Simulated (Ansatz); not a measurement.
Se (trigonal-Se type, space group P3_121)

```xyz
6
Lattice="9.0691 0.0000 0.0000 -2.2673 3.9270 0.0000 0.0000 0.0000 5.0415" Properties=species:S:1:pos:R:3 pbc="T T T"
Se     0.9892     0.0000     4.2012
Se     5.5237     0.0000     4.2012
Se    -0.4946     0.8566     0.8402
Se     4.0400     0.8566     0.8402
Se     1.7727     3.0704     2.5207
Se     6.3072     3.0704     2.5207
```

Scan: atom 1 (Se, nearest neighbour Se at 2.400 Å; its periodic images, 4.5 Å or more away, move with it) is displaced along Cartesian z, direction (0.000, 0.000, 1.000) in Cartesian axes, by s. The other atoms stay.

Method: PBE (plane waves to 420 eV, PAW, scalar-relativistic; Ansatz, an electronic-structure program). k mesh 7×7×5 (Γ-centred), Fermi-Dirac smearing 0.05 eV. E stands for the smeared free energy. Se was relaxed with its symmetry unable to fall. The zero of ΔE is the undisplaced structure.

```json
[
 {"s (Å)": "-0.240", "ΔE (meV/cell)": "withheld"},
 {"s (Å)": "-0.192", "ΔE (meV/cell)": "144.8"},
 {"s (Å)": "-0.144", "ΔE (meV/cell)": "81.2"},
 {"s (Å)": "-0.096", "ΔE (meV/cell)": "36.0"},
 {"s (Å)": "-0.048", "ΔE (meV/cell)": "9.0"},
 {"s (Å)": "0.000", "ΔE (meV/cell)": "0.0"},
 {"s (Å)": "0.048", "ΔE (meV/cell)": "9.0"},
 {"s (Å)": "0.096", "ΔE (meV/cell)": "36.1"},
 {"s (Å)": "0.144", "ΔE (meV/cell)": "81.6"},
 {"s (Å)": "0.192", "ΔE (meV/cell)": "145.7"},
 {"s (Å)": "0.240", "ΔE (meV/cell)": "229.1"}
]
```

**Question.** Fit a polynomial form (powers 2, 3, 4) to the given rows and predict ΔE at s = -0.240.

**Answer.** Least squares on the 10 given rows: ΔE = (3903)·s² + (65.10)·s³ + (1011)·s⁴, in meV/cell with s in Å; root-mean-square residual 0.02 meV/cell. At -0.240 the fit gives 227.3 meV/cell; the calculation gives 227.3 meV/cell, the same to the digits shown. The quadratic term alone would give 224.8 meV/cell.

(A displaced cell: forces are minus the slopes of the energy, force constants its curvatures, and phonons follow from these.)
